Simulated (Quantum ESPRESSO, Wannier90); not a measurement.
## Si2W (I4/mmm), plane waves to Wannier functions

Materials Project entry mp-1620; symmetrised, unrelaxed at this level. COD (Crystallography Open Database) has an entry of this formula and space group (matched by these alone). Level: PBEsol, spinors with spin-orbit coupling; pw.x of Quantum ESPRESSO at 60 Ry with PseudoDojo potentials, 6×6×6 k-points, Wannier90. Density: 10×10×10 mesh, cold smearing 0.01 Ry.

On the energy scale of pw.x, whose zero is arbitrary, the Fermi level lies at 16.67 eV.

Input w.win:

```
num_bands = 2
num_wann = 2
exclude_bands = 1-2,5-62
spinors = true
num_iter = 800
conv_tol = 1.0e-6
conv_window = 4
write_hr = true
write_u_matrices = true
auto_projections = true
begin unit_cell_cart
ang
    3.2147300000    0.0000000000    0.0000000000
    0.0000000000    3.2147300000    0.0000000000
   -1.6073650000   -1.6073650000    3.9010300000
end unit_cell_cart
begin atoms_frac
Si   0.3349900000  0.3349900000 -0.3300200000
Si  -0.3349900000 -0.3349900000  0.3300200000
W    0.0000000000  0.0000000000  0.0000000000
end atoms_frac
mp_grid = 6 6 6
begin kpoints
0.0000000000 0.0000000000 0.0000000000
0.0000000000 0.0000000000 0.1666666667
0.0000000000 0.0000000000 0.3333333333
... (213 more lines: the 6x6x6 mesh through Gamma)
end kpoints
```

Input of pw2wannier90.x that gives the overlap and projection files (equivalent; here they were cut from one run over all bands):

```
&inputpp
  outdir = './out'
  prefix = 'pwscf'
  seedname = 'w'
  write_amn = .true.
  write_mmn = .true.
  scdm_proj = .true.
  scdm_entanglement = 'isolated'
/
```

Output w.wout (banner and timings cut):

```
                                    ------
                                    SYSTEM
                                    ------

                              Lattice Vectors (Ang)
                    a_1     3.214730   0.000000   0.000000
                    a_2     0.000000   3.214730   0.000000
                    a_3    -1.607365  -1.607365   3.901030

                   Unit Cell Volume:      40.31515  (Ang^3)

                        Reciprocal-Space Vectors (Ang^-1)
                    b_1     1.954499  -0.000000   0.805324
                    b_2    -0.000000   1.954499   0.805324
                    b_3     0.000000   0.000000   1.610648

 *----------------------------------------------------------------------------*
 |   Site       Fractional Coordinate          Cartesian Coordinate (Ang)     |
 +----------------------------------------------------------------------------+
 | si   1   0.33499   0.33499  -0.33002   |    1.60736   1.60736  -1.28742    |
 | si   2  -0.33499  -0.33499   0.33002   |   -1.60736  -1.60736   1.28742    |
 | w    1   0.00000   0.00000   0.00000   |    0.00000   0.00000   0.00000    |
 *----------------------------------------------------------------------------*
                                ------------
                                K-POINT GRID
                                ------------

             Grid size =  6 x  6 x  6      Total points =  216

 *---------------------------------- MAIN ------------------------------------*
 |  Number of Wannier Functions               :                 2             |
 |  Number of Objective Wannier Functions     :                 2             |
 |  Number of input Bloch states              :                 2             |
 |  Output verbosity (1=low, 5=high)          :                 1             |
 |  Timing Level (1=low, 5=high)              :                 1             |
 |  Optimisation (0=memory, 3=speed)          :                 3             |
 |  Length Unit                               :               Ang             |
 |  Post-processing setup (write *.nnkp)      :                 F             |
 |  Using Gamma-only branch of algorithms     :                 F             |
 *----------------------------------------------------------------------------*
 *------------------------------- WANNIERISE ---------------------------------*
 |  Total number of iterations                :               800             |
 |  Number of CG steps before reset           :                 5             |
 |  Trial step length for line search         :             2.000             |
 |  Convergence tolerence                     :         0.100E-05             |
 |  Convergence window                        :                 4             |
 |  Iterations between writing output         :                 1             |
 |  Iterations between backing up to disk     :               100             |
 |  Write r^2_nm to file                      :                 F             |
 |  Write xyz WF centres to file              :                 F             |
 |  Write on-site energies <0n|H|0n> to file  :                 F             |
 |  Use guiding centre to control phases      :                 F             |
 |  Use phases for initial projections        :                 F             |
 *----------------------------------------------------------------------------*
 *-------------------------------- PLOTTING ----------------------------------*
 |  Plotting Hamiltonian in WF basis          :                 T             |
 *----------------------------------------------------------------------------*

 *---------------------------------- K-MESH ----------------------------------*
 +----------------------------------------------------------------------------+
 |                    Distance to Nearest-Neighbour Shells                    |
 |                    ------------------------------------                    |
 |          Shell             Distance (Ang^-1)          Multiplicity         |
 |          -----             -----------------          ------------         |
 |             1                   0.268441                      2            |
 |             2                   0.352318                      8            |
 |             3                   0.460680                      4            |
 |             4                   0.517928                      8            |
 |             5                   0.533185                      8            |
 |             6                   0.536883                      2            |
 |             7                   0.651500                      4            |
 |             8                   0.704636                      8            |
       ... (lines left out)
 +----------------------------------------------------------------------------+
 | The b-vectors are chosen automatically                                     |
 | The following shells are used:                       1,  2                 |
 +----------------------------------------------------------------------------+
 |                        Shell   # Nearest-Neighbours                        |
 |                        -----   --------------------                        |
 |                          1               2                                 |
 |                          2               8                                 |
 +----------------------------------------------------------------------------+
 | Completeness relation is fully satisfied [Eq. (B1), PRB 56, 12847 (1997)]  |
 +----------------------------------------------------------------------------+
 |                  b_k Vectors (Ang^-1) and Weights (Ang^2)                  |
 |                  ----------------------------------------                  |
 |            No.         b_k(x)      b_k(y)      b_k(z)        w_b           |
 |            ---        --------------------------------     --------        |
 |             1         0.000000    0.000000    0.268441     4.582611        |
 |             2         0.000000    0.000000   -0.268441     4.582611        |
 |             3         0.000000    0.325750    0.134221     2.355981        |
 |             4         0.325750    0.000000    0.134221     2.355981        |
 |             5         0.000000    0.325750   -0.134221     2.355981        |
 |             6         0.325750    0.000000   -0.134221     2.355981        |
 |             7         0.000000   -0.325750   -0.134221     2.355981        |
 |             8         0.000000   -0.325750    0.134221     2.355981        |
 |             9        -0.325750    0.000000   -0.134221     2.355981        |
 |            10        -0.325750    0.000000    0.134221     2.355981        |
 +----------------------------------------------------------------------------+
 |                           b_k Directions (Ang^-1)                          |
 |                           -----------------------                          |
 |            No.           x           y           z                         |
 |            ---        --------------------------------                     |
 |             1         0.000000    0.000000    0.268441                     |
 |             2         0.000000    0.325750    0.134221                     |
 |             3         0.325750    0.000000    0.134221                     |
 |             4         0.000000    0.325750   -0.134221                     |
 |             5         0.325750    0.000000   -0.134221                     |
 +----------------------------------------------------------------------------+

 Starting a new Wannier90 calculation ...

 Reading overlaps from w.mmn

 Reading projections from w.amn

 *------------------------------- WANNIERISE ---------------------------------*
 +--------------------------------------------------------------------+<-- CONV
 | Iter  Delta Spread     RMS Gradient      Spread (Ang^2)            |<-- CONV
 +--------------------------------------------------------------------+<-- CONV

 ------------------------------------------------------------------------------
 Initial State
  WF centre and spread    1  (  0.000001,  0.000001, -0.000000 )     0.44242899
  WF centre and spread    2  ( -0.000001, -0.000001,  0.000000 )     0.44236106
  Sum of centres and spreads (  0.000000,  0.000000, -0.000000 )     0.88479005

      0     0.885E+00     0.0000000000        0.8847900477  <-- CONV
        O_D=      0.0000695 O_OD=      0.0000152 O_TOT=      0.8847900 <-- SPRD
 ------------------------------------------------------------------------------
      1    -0.802E-04     0.0038557237        0.8847098338  <-- CONV
        O_D=      0.0000022 O_OD=      0.0000023 O_TOT=      0.8847098 <-- SPRD
      2    -0.410E-05     0.0021712573        0.8847057297  <-- CONV
        O_D=      0.0000002 O_OD=      0.0000002 O_TOT=      0.8847057 <-- SPRD
      3    -0.188E-06     0.0004296325        0.8847055419  <-- CONV
        O_D=      0.0000001 O_OD=      0.0000001 O_TOT=      0.8847055 <-- SPRD
      4    -0.221E-07     0.0001331234        0.8847055197  <-- CONV
        O_D=      0.0000001 O_OD=      0.0000001 O_TOT=      0.8847055 <-- SPRD
      5    -0.531E-08     0.0000629515        0.8847055144  <-- CONV
        O_D=      0.0000001 O_OD=      0.0000001 O_TOT=      0.8847055 <-- SPRD
      6    -0.112E-08     0.0000287142        0.8847055133  <-- CONV
        O_D=      0.0000001 O_OD=      0.0000001 O_TOT=      0.8847055 <-- SPRD
             <<<     Delta < 1.000E-06  over  4 iterations     >>>
             <<< Wannierisation convergence criteria satisfied >>>
 Final State
  WF centre and spread    1  (  0.000000,  0.000000, -0.000000 )     0.44235276
  WF centre and spread    2  ( -0.000000, -0.000000,  0.000000 )     0.44235276
  Sum of centres and spreads (  0.000000,  0.000000, -0.000000 )     0.88470551

         Spreads (Ang^2)       Omega I      =     0.884705352
        ================       Omega D      =     0.000000079
                               Omega OD     =     0.000000081
    Final Spread (Ang^2)       Omega Total  =     0.884705513
```
